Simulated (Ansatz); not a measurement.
Relaxed Ti (hcp, Mg type):

```xyz
2
Lattice="2.9359 0.0000 0.0000 -1.4679 2.5425 0.0000 0.0000 0.0000 4.6366" Properties=species:S:1:pos:R:3 pbc="T T T"
Ti     0.0000     1.6950     3.4774
Ti     1.4679     0.8475     1.1591
```

Scan: atom 2 (Ti, nearest neighbour Ti at 2.872 Å; its periodic images, 2.9 Å or more away, move with it) is displaced along Cartesian [110], direction (0.707, 0.707, 0.000) in Cartesian axes, by s. The other atoms stay.

Level of theory: r2SCAN (plane waves to 500 eV, PAW, scalar-relativistic; Ansatz, a first-principles code). k mesh 15×15×8 (Γ-centred), Fermi-Dirac smearing 0.05 eV. With partly filled bands, energies and forces of such displacements shift with the k mesh and the smearing. F∥ is the force on the atom along that direction. Ti is run without spin polarisation. Ti was relaxed with its symmetry unable to fall. 

| s (Å) | F∥ (eV/Å) |
|---|---|
| -0.290 | 0.434 |
| -0.232 | 0.376 |
| -0.174 | 0.302 |
| -0.116 | 0.212 |
| -0.058 | 0.110 |
| 0.000 | 0.000 |
| 0.058 | -0.113 |
| 0.116 | -0.221 |
| 0.174 | -0.314 |
| 0.232 | -0.385 |
| 0.290 | -0.426 |

### Question
What is the force constant k = d²E/ds² of this move at s = 0?

### Answer
1.94 eV/Å². The forces along the line at the two nearest points give (0.110 − (-0.113)) / (2·0.058) = 1.92 eV/Å²; the next pair corrects for the finite step.

### Question
With two atoms in the cell this is the zone-centre optical mode. What wavenumber follows?

### Answer
149 cm⁻¹. Reduced mass μ = 23.93 u; ν̃ = 521.5·√(k/μ) with k = 1.94 eV/Å².

(A displaced cell: forces are minus the slopes of the energy, force constants its curvatures, and phonons follow from these.)
